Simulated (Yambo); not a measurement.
**Optical response of KSO$_{2}$F**

```
CELL_PARAMETERS angstrom
      4.70904     0.00000     0.00000
      0.00000     5.81600     0.00000
     -2.25087     0.00000     6.78779
ATOMIC_POSITIONS crystal
  O  0.33454 0.53978 0.69242
  O  0.66546 0.46022 0.30758
  O  0.66546 0.03978 0.30758
  O  0.33454 0.96022 0.69242
  F  0.19105 0.25000 0.11703
  F  0.80895 0.75000 0.88297
  S  0.39945 0.75000 0.81538
  S  0.60055 0.25000 0.18462
  K  0.15647 0.75000 0.28936
  K  0.84353 0.25000 0.71064
```

Yambo, RPA with local fields on LDA bands; 4×4×2 mesh, 143 bands, 3 Ry local-field block, 0.2 eV broadening; field along y.

```
E (eV)  Im ε  Re ε  Im ε, independent particles
------  ----  ----  ---------------------------
0.0     0.00  2.26                         0.00
0.6     0.00  2.27                         0.01
1.2     0.01  2.28                         0.01
1.9     0.01  2.30                         0.02
2.5     0.01  2.34                         0.03
3.1     0.02  2.39                         0.05
3.8     0.03  2.47                         0.09
4.4     0.05  2.57                         0.18
5.0     0.13  2.72                         0.67
5.6     0.27  2.89                         1.89
6.2     0.50  3.21                         3.08
6.9     1.42  3.33                         3.06
7.5     1.42  2.48                         1.75
8.1     1.46  2.29                         1.85
8.8     1.20  2.29                         1.73
9.4     1.57  2.41                         1.84
10.0    2.05  2.09                         2.35
10.6    1.84  1.60                         1.88
11.2    1.51  1.17                         1.50
11.9    1.26  1.50                         1.63
12.5    1.53  1.22                         1.85
13.1    1.27  1.04                         1.41
13.8    1.07  1.08                         1.37
14.4    0.90  1.07                         1.11
15.0    0.90  1.23                         1.29
15.6    0.96  1.25                         1.37
16.2    0.89  1.39                         1.38
16.9    1.20  1.39                         1.22
17.5    1.35  1.14                         1.14
18.1    1.12  0.96                         0.89
18.8    1.16  0.90                         1.08
19.4    1.08  0.81                         1.19
20.0    1.05  0.77                         1.58
```

Peak heights and small wiggles depend on the k mesh. Convergence of the RPA response with its 4×4×2 mesh was not tested. No excitonic effects at this level.

Geometry of the Materials Project entry, not relaxed at this level.
